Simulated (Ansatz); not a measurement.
ZnCu:
```
ZnCu
1.0
    2.91857     0.00000     0.00000
    0.00000     2.91857     0.00000
    0.00000     0.00000     2.91857
Cu Zn
1 1
Direct
  0.00000   0.00000   0.00000
  0.50000   0.50000   0.50000
```

Relaxed with r²SCAN. Special points in fractions of this cell's reciprocal vectors: Γ (0.000, 0.000, 0.000); X (0.000, 0.500, 0.000); M (0.500, 0.500, 0.000); R (0.500, 0.500, 0.500).

### Question
List the band energies nearest the Fermi level at these points for plane-wave PAW r²SCAN (Ansatz code).

### Answer
In eV from the Fermi level; about four levels below and three above (degenerate sets whole), none deeper than 8.9 eV; points with the same levels are listed once.

| k | below | above |
|---|---|---|
| Γ | -3.79 -3.79 -2.86 -2.86 -2.86 | 6.67 6.67 6.67 |
| X | -3.45 -3.45 -2.94 -2.09 | 12.55 12.55 13.09 13.09 |
| M | -3.02 -3.02 -2.62 -2.12 -2.12 | 2.06 2.36 15.07 |
| R | -4.57 -4.57 -4.57 -2.60 -2.60 | 4.51 4.51 4.51 |

Space group Pm-3m (CsCl type). The cell was relaxed with r²SCAN under the symmetry of its start; of distortions, only those at the zone centre were tested. No spin polarisation was allowed.

Potentials: the later of the program's two PAW sets.
